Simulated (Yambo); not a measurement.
Yambo run on BP (zinc blende, space group F-43m, No. 216). The wavefunctions are norm-conserving LDA (Quantum ESPRESSO, 76 Ry, no spin-orbit coupling) ones on a 6×6×6 mesh (4 occupied bands); a = 3.1728 Å, b = 3.1728 Å, c = 3.1728 Å, α = 60.00°, β = 60.00°, γ = 60.00°.

Yambo input:

```
rim_cut
gw0
dyson
el_el_corr
HF_and_locXC
ppa
em1d
RandQpts= 1000000
RandGvec= 1 Ry
EXXRLvcs= 76 Ry
VXCRLvcs= 304 Ry
Chimod= "HARTREE"
% BndsRnXp
 1 | 15 |
%
NGsBlkXp= 14 Ry
% LongDrXp
 1.0 | 1.0 | 1.0 |
%
PPAPntXp= 27.2114 eV
% GbndRnge
 1 | 15 |
%
GTermKind= "none"
DysSolver= "n"
ExtendOut
% QPkrange
 1 | 1 | 4 | 5 |
 13 | 13 | 5 | 5 |
%
```

k points by index: 1 = Γ, 13 = X.

Resulting energies as the program prints them:

```
#    K-point    Band    Eo [eV]    E [eV]    E-Eo [eV]    Vxc [eV]    Vnlxc [eV]    Sc|Eo [eV]    Sc|E [eV]    dSc/dw|Eo [eV]    Re(Z)    Im(Z)
#
    1    4    0.000000    0.223966    0.223966    -13.31895    -15.02211    1.981580    1.927127    -6.617792    0.804374    -0.001226
    1    5    3.442035    4.592955    1.150920    -12.11823    -7.398173    -3.292632    -3.569138    -6.536859    0.806303    -0.001251
    13    5    1.258598    2.236650    0.978052    -11.07715    -6.695780    -3.183663    -3.403318    -6.110652    0.816617    -0.001181
```
(The two width columns are left out.) Convergence of these settings isn't established.

Geometry relaxed with LDA.
